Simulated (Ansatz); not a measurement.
A relaxation computed with Ansatz, from input to last step.

```yaml
crystal:
  lattice:
    - [4.2350375247, 0.0, 0.0]
    - [0.0, 4.2350375247, 0.0]
    - [0.0, 0.0, 4.1915072499]
  atoms:
    - { symbol: Na, position: [0.0, 0.0, 0.0] }
    - { symbol: Sc, position: [0.0, 0.5, 0.5] }
    - { symbol: Sc, position: [0.5, 0.0, 0.5] }
    - { symbol: Sc, position: [0.5, 0.5, 0.0] }
basis:
  ecutwfc: 420
kpoints:
  mp_grid: { grid: [4, 4, 4] }
hamiltonian:
  xc: pbe
scf:
  occupations: { method: gaussian, width: 0.1 }
  lower_state_search: "off"
output:
  forces: true
  stress: true
  eigenvalues: true
relax:
  adjacent_minimum: "off"
  f_tol: 0.04
  max_steps: 70
  cell: { stress_tol: 0.4 }
```

```bash
ansatz run input.yaml --threads 1 --pin off --max-ram 2560MiB --backend cpu --events-out ev --progress --plain --runs-dir out
```

Theory: Ansatz, DFT PBE, scalar-relativistic, plane waves, PAW.

Of 7 frames 6 are shown, positions in Å and forces in eV/Å; the SCF threshold varies from step to step. Steps run on the plane waves of an earlier cell, with a Pulay correction in the pressure. The basis is chosen afresh for the last frame, the zero of the energies, and at times for earlier ones too; energy and pressure step there, also at an unchanged geometry. Here that happened at step 5 (-2 meV/atom, 0.2 GPa); the frames before carry an error of that size.

```xyz
4
Lattice="4.2350 0.0000 0.0000 0.0000 4.2350 0.0000 0.0000 0.0000 4.1915" Properties=species:S:1:pos:R:3:forces:R:3 pbc="T T T" step=1 free_energy_over_end_meV_per_atom=367.14 pressure_GPa=20.80
Na    0.0000    0.0000    0.0000    0.0000    0.0000    0.0000
Sc    0.0000    2.1175    2.0958    0.0000    0.0000    0.0000
Sc    2.1175    0.0000    2.0958    0.0000    0.0000    0.0000
Sc    2.1175    2.1175    0.0000    0.0000    0.0000    0.0000
4
Lattice="4.4395 0.0000 0.0000 0.0000 4.4395 0.0000 0.0000 0.0000 4.3958" Properties=species:S:1:pos:R:3:forces:R:3 pbc="T T T" step=2 free_energy_over_end_meV_per_atom=108.85 pressure_GPa=9.18
Na    0.0000    0.0000    0.0000    0.0000    0.0000    0.0000
Sc    0.0000    2.2197    2.1979    0.0000    0.0000    0.0000
Sc    2.2197    0.0000    2.1979    0.0000    0.0000    0.0000
Sc    2.2197    2.2197    0.0000    0.0000    0.0000    0.0000
4
Lattice="4.6305 0.0000 0.0000 0.0000 4.6305 0.0000 0.0000 0.0000 4.5916" Properties=species:S:1:pos:R:3:forces:R:3 pbc="T T T" step=3 free_energy_over_end_meV_per_atom=10.48 pressure_GPa=2.12
Na    0.0000    0.0000    0.0000    0.0000    0.0000    0.0000
Sc    0.0000    2.3153    2.2958    0.0000    0.0000    0.0000
Sc    2.3153    0.0000    2.2958    0.0000    0.0000    0.0000
Sc    2.3153    2.3153    0.0000    0.0000    0.0000    0.0000
4
Lattice="4.6928 0.0000 0.0000 0.0000 4.6928 0.0000 0.0000 0.0000 4.6607" Properties=species:S:1:pos:R:3:forces:R:3 pbc="T T T" step=4 free_energy_over_end_meV_per_atom=2.79 pressure_GPa=0.31
Na    0.0000    0.0000    0.0000    0.0000    0.0000    0.0000
Sc    0.0000    2.3464    2.3303    0.0000    0.0000    0.0000
Sc    2.3464    0.0000    2.3303    0.0000    0.0000    0.0000
Sc    2.3464    2.3464    0.0000    0.0000    0.0000    0.0000
4
Lattice="4.6928 0.0000 0.0000 0.0000 4.6928 0.0000 0.0000 0.0000 4.6607" Properties=species:S:1:pos:R:3:forces:R:3 pbc="T T T" step=5 free_energy_over_end_meV_per_atom=0.56 pressure_GPa=0.51
Na    0.0000    0.0000    0.0000    0.0000    0.0000    0.0000
Sc    0.0000    2.3464    2.3303    0.0000    0.0000    0.0000
Sc    2.3464    0.0000    2.3303    0.0000    0.0000    0.0000
Sc    2.3464    2.3464    0.0000    0.0000    0.0000    0.0000
4
Lattice="4.7094 0.0000 0.0000 0.0000 4.7094 0.0000 0.0000 0.0000 4.6836" Properties=species:S:1:pos:R:3:forces:R:3 pbc="T T T" step=7 free_energy_over_end_meV_per_atom=0.00 pressure_GPa=0.06
Na    0.0000    0.0000    0.0000    0.0000    0.0000    0.0000
Sc    0.0000    2.3547    2.3418    0.0000    0.0000    0.0000
Sc    2.3547    0.0000    2.3418    0.0000    0.0000    0.0000
Sc    2.3547    2.3547    0.0000    0.0000    0.0000    0.0000
```

The start puts this composition into another compound's structure type, which needn't suit it. The cell swells from 18.8 to 26.0 Å³ an atom, so the end can be far from any stable crystal. At the end the space group is Pm-3m (tolerance 0.05 Å).

The run took 17 s on 1 thread of Intel(R) Xeon(R) Platinum 8488C (Sapphire Rapids) (shared host), peak memory 0.41 GiB.

The k mesh is coarse.